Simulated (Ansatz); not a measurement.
SiGe (wurtzite, P6_3mc), LDA in the plane-wave PAW code Ansatz. The conduction-band minimum lies at M, with 3 equivalent valleys. Second derivatives d²E/dk² of the lowest band at one valley (eV·Å²), along Cartesian directions:

```tsv
direction	d²E/dk²
[100]	71.15
[010]	6.573
[001]	6.577
[110]	38.88
[101]	38.89
[011]	6.573
```

Find the principal effective masses, the density-of-states mass and the conductivity mass.

Off-diagonal terms follow from H_xy = H[110] − (H_xx + H_yy)/2, and m*/mₑ = 7.620 eV·Å² over each eigenvalue: 0.11, 1.2, 1.2. One valley's DOS mass (m₁m₂m₃)^(1/3) = 0.52, conductivity mass 3/(Σ 1/mᵢ) = 0.27 mₑ.

What effective density of states Nc follows at 300 K for parabolic valleys?

Nc = 2.509e19 × 3 × (0.52)^(3/2) ≈ 2.8e19 cm⁻³.

The first step of the workflow began from a Materials Project structure, measured or hypothetical; the Crystallography Open Database copy checked does not list it. Its standing as an ambient phase is unchecked. Symmetry was held in the LDA relaxation; its stability against distortions is not shown here. Scalar-relativistic: spin–orbit coupling is off unless named, which matters more the heavier the elements.

Potentials: the earlier of the program's two PAW sets. The files were generated under PBE; for other functionals the program regenerates the frozen cores, and for LDA and PBEsol the local potential too.

Edges and masses are those of Kohn–Sham bands, whose gap is no quasiparticle gap.
